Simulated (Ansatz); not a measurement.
## Sn (Fd-3m), clamped-ion strain scan

Level of theory: DFT r2SCAN, scalar-relativistic, plane waves, PAW (Ansatz 0.2.0). Settings: plane waves to 500 eV, k-mesh 12×12×12 (Γ-centred), Gaussian smearing 0.15 eV. No spin polarisation. Energies are free energies at this smearing, counted from the undisturbed cell; pressure is positive in compression.

Reference structure (as given, not relaxed at this level; it stands at 1.6 GPa):

```
Sn
1.0
     0.00000    3.24560    3.24560
     3.24560    0.00000    3.24560
     3.24560    3.24560    0.00000
Sn
2
Cartesian
  3.2456 3.2456 3.2456
  4.8684 4.8684 4.8684
```

The cell is strained by ε times the Voigt pattern (0, 0, 1, 0, 0, 0) (xx, yy, zz, yz, xz, xy; engineering shear) with fractional coordinates fixed.

ε, ΔE (meV/atom) and a bar:
```
  -0.1500      249.3 ##############################
  -0.1125      148.6 ##################
  -0.0750       73.7 #########
  -0.0375       24.5 ###
   0.0000        0.0
   0.0375       -2.2
   0.0750       15.1 ##
   0.1125       49.4 ######
   0.1312       71.9 #########
   0.1500       97.9 ############
```